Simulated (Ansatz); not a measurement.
Relaxed CuI (zinc blende):

```xyz
2
Lattice="0.0000 3.0397 3.0397 3.0397 0.0000 3.0397 3.0397 3.0397 0.0000" Properties=species:S:1:pos:R:3 pbc="T T T"
I      4.5595     4.5595     4.5595
Cu     0.0000     0.0000     0.0000
```

All values below come from PBE (plane waves to 420 eV, PAW, scalar-relativistic; Ansatz, a program for electronic structure). k mesh 8×8×8 (Γ-centred), Fermi-Dirac smearing 0.05 eV. CuI is run without spin polarisation. CuI was relaxed with its symmetry unable to fall. Spin-orbit coupling is left out, though I is heavy.

One atom of the cell was then moved (with its periodic images), all else fixed, and the forces (eV/Å) came out as:

| atom | Fx | Fy | Fz |
|---|---|---|---|
| I1 | -0.371 | 0.000 | 0.000 |
| Cu2 | 0.371 | 0.000 | 0.000 |

With two atoms only their relative shift counts; take Cu2 as fixed.

### Question
Which atom was moved, and by which vector (Å)?

### Answer
I1, by (0.16, 0.00, 0.00), 0.16 Å in all.

(For displaced atoms, the force is minus the slope of the energy, and its curvature is a force constant, which sets phonon frequencies.)
